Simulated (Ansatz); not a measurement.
Te:
```yaml
crystal:
  lattice:
    - [4.52493, 0.00000, 0.00000]
    - [-2.26247, 3.91871, 0.00000]
    - [0.00000, 0.00000, 5.95080]
  atoms:
    - { symbol: Te, position: [0.26783, 0.00000, 0.33333] }
    - { symbol: Te, position: [0.00000, 0.26783, 0.66667] }
    - { symbol: Te, position: [0.73217, 0.73217, 0.00000] }
```

Relaxed with PBE. Special points in fractions of this cell's reciprocal vectors: Γ (0.000, 0.000, 0.000); M (0.500, 0.000, 0.000); K (0.333, 0.333, 0.000); A (0.000, 0.000, 0.500); L (0.500, 0.000, 0.500); H (0.333, 0.333, 0.500).

**Question.** List the band energies nearest the valence-band maximum at these points for the program Ansatz at the PBE level (PAW).

**Answer.** In eV from the valence-band maximum; about four levels below and three above (degenerate sets whole), none deeper than 8.9 eV; points with the same levels are listed once.

| k | below | above |
|---|---|---|
| Γ | -2.75 -2.75 -1.63 -1.63 -0.81 | 0.98 0.98 1.53 |
| M | -3.46 -3.33 -1.01 -0.80 | 0.85 0.91 3.09 |
| K | -2.94 -2.94 -2.84 -2.53 | 2.74 2.74 3.01 |
| A | -2.62 -2.62 -1.28 -1.03 -1.03 | 0.46 0.46 0.49 |
| L | -3.54 -2.34 -2.00 -0.18 | 0.80 1.91 2.46 |
| H | -4.81 -4.81 -0.90 -0.03 -0.03 | 0.21 1.33 1.33 |

Space group P3_121 (trigonal Se type). The cell was relaxed with PBE under the symmetry of its start. A crystal of weakly bound chains computed without a dispersion correction: the cell and the soft elastic constants depend strongly on that. Scalar-relativistic: spin–orbit coupling is off unless named, which matters more the heavier the elements.

Potentials: the later of the program's two PAW sets.
